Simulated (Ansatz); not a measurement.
Values for one crystal, relaxed and computed with r²SCAN (plane waves, PAW; program Ansatz); other levels are named.

```yaml
volume_per_atom: 22.69 Å³
band_gap: 4.14 eV (direct)
Poisson's ratio: 0.34
Elastic constants (relaxed ions, GPa): C11 = 75.2, C12 = 52.3, C44 = 32.1
mechanical_stability: stable (all eigenvalues of C positive)
valence_band_maximum: at Γ
Hole effective mass, band 3 of 3 at the edge: 0.36 along [100], 0.29 along [110], 0.28 along [111] (mₑ)
```

Q: Which compound is it?
A. NaCl, rock salt
B. MgS, zinc blende
C. BN, R3m (B on 3a, N on 3a)
D. MgO, rock salt

A: B, MgS, zinc blende

Space group F-43m (zinc blende). A made-up cell: these elements were put on the sites of a structure type; the Crystallography Open Database copy checked does not list it. COD files the formula under space group No. 225, so this cell is another polymorph or a model. Whether it is the stable phase at ambient conditions was not checked. The cell was relaxed with r²SCAN under the symmetry of its start; its stability against distortions is not shown here.

Potentials: the later of the program's two PAW sets.
